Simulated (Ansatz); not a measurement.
AlB3P4, ordered on the zincblende lattice (Cm) with 8 atoms a cell, relaxed with r2SCAN. It is monoclinic, Cm (No. 8); a = 11.236 Å, b = 3.349 Å, c = 5.926 Å, β = 99.4° in the conventional setting, 13.75 Å³ an atom. B is surrounded by 4 P at 1.98–2.09 Å; B is surrounded by 4 P at 1.97–2.07 Å; B is surrounded by 4 P at 1.94–2.02 Å; Al is surrounded by 4 P at 2.24–2.30 Å; P is surrounded by 3 B at 2.04–2.07 Å and 1 Al at 2.30 Å; P is surrounded by 4 B at 2.02–2.09 Å; P is surrounded by 3 B at 1.98–2.00 Å and 1 Al at 2.27 Å; P is surrounded by 2 B at 1.94–1.97 Å and 2 Al at 2.24 Å.

3 runs of Ansatz 0.2.0 on this cell differ in the functional (and in the settings that go with it). Levels are in eV from each run's valence top; v1 is the last filled band, c1 the first empty one.

Run A, mean stress -0.9 GPa (compression positive):
```
point     v2     v1    c1    c2
    Γ  -0.48   0.00  2.25  2.59
    C  -3.66  -2.47  2.24  2.77
   Y₂  -1.14  -0.33  1.48  1.54
   M₂  -2.23  -0.43  2.04  2.34
```

Run B, mean stress 0.0 GPa (compression positive):
```
point     v2     v1    c1    c2
    Γ  -0.49   0.00  1.67  2.02
    C  -3.56  -2.42  1.72  2.25
   Y₂  -1.15  -0.33  0.98  1.03
   M₂  -2.17  -0.42  1.49  1.78
```

Run C, mean stress -1.1 GPa (compression positive):
```
point     v2     v1    c1    c2
    Γ  -0.46   0.00  2.96  3.31
    C  -3.69  -2.49  2.94  3.48
   Y₂  -1.14  -0.34  2.18  2.25
   M₂  -2.25  -0.45  2.75  3.04
```

Q: Match the runs to r2SCAN, HSE06, PBE0.

A: A is HSE06, B is r2SCAN, C is PBE0. In order of the gap: r2SCAN 0.72, HSE06 1.21, PBE0 1.90 eV. The stress vanishes for r2SCAN, which relaxed the cell.

The cell comes from a prototype generator: it can be a known phase or a hypothetical one. Spin polarisation is off.

The stress of a hybrid is loosely converged in these runs.

The meshes of the hybrids are coarse, so their gaps aren't converged to the digits shown.
